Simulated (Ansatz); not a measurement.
C:
```yaml
crystal:
  lattice:
    - [2.45446, 0.00000, 0.00000]
    - [-1.22723, 2.12563, 0.00000]
    - [0.00000, 0.00000, 26.00000]
  atoms:
    - { symbol: C, position: [0.66667, 0.33333, 0.50000] }
    - { symbol: C, position: [0.33333, 0.66667, 0.50000] }
```
Free-standing layer in the xy plane with vacuum along z and no interaction between images.

Relaxed with r²SCAN+D4. Special points in fractions of this cell's reciprocal vectors: Γ (0.000, 0.000, 0.000); M (0.500, 0.000, 0.000); K (0.333, 0.333, 0.000).

### Question
List the band energies nearest the Fermi level at these points for r²SCAN+D4 (plane waves, PAW; program Ansatz).

### Answer
In eV from the Fermi level; about four levels below and three above (degenerate sets whole), none deeper than 8.9 eV; … stands for higher levels left out; points with the same levels are listed once.

| k | below | above |
|---|---|---|
| Γ | -8.16 -3.26 -3.26 | 3.61 … |
| M | -6.88 -2.54 | 1.81 … |
| K | – | 0.00 0.00 … |

Space group P6/mmm (graphene). A layer that has been made, often on a substrate. It is flat by the symmetry kept. Symmetry was held in the r²SCAN+D4 relaxation; whether a distortion lowers the energy is not shown. The Fermi level of a semimetal is unsure by some 0.05 eV on such meshes.

Potentials: the later of the program's two PAW sets.
